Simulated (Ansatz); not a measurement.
## Relaxing a structure of Ir

The start is a generated cell, Ir placed in the simple-cubic structure type. A full variable-cell relaxation at zero pressure is run with PBE (plane waves to 420 eV, PAW, scalar-relativistic; Ansatz, a first-principles code). The first steps use a coarse 13×13×13 k-mesh.

The start:
```yaml
crystal:
  lattice:
    - [2.51218, 0.00000, 0.00000]
    - [0.00000, 2.51218, 0.00000]
    - [0.00000, 0.00000, 2.51218]
  atoms:
    - { symbol: Ir, position: [0.00000, 0.00000, 0.00000] }
```

Problem. By how much does the energy per atom fall from start to end?

Solution. 0.07 eV/atom.

Problem. How does the volume per atom move from start to end?

Solution. +7.1 %, from 15.85 to 16.98 Å³/atom.

Problem. What band gap does the relaxed structure have at this level?

Solution. Zero (metallic).

Problem. Write out the relaxed structure.

Solution. 
Space group Pm-3m (No. 221); a = 2.570 Å, b = 2.570 Å, c = 2.570 Å, α = 90.00°, β = 90.00°, γ = 90.00°

| atom | site | symmetry | x | y | z |
|---|---|---|---|---|---|
| Ir | 1a | m-3m | 0.0000 | 0.0000 | 0.0000 |

The space group stays Pm-3m (No. 221) (the run could not lower it); the end is simple cubic type, with 1 atom in the primitive cell. Final values are on a 18×18×18 k-mesh of the relaxed cell. No spin polarisation in the result.

The run could not lose the symmetry of its start, so the end can be a saddle point.

The relaxed structure here is a generated cell of Ir: the first start was made by placing the elements on the sites of a structure type, and the end was not matched to a known phase here, so it may be hypothetical. Known forms of Ir include space group No. 225.
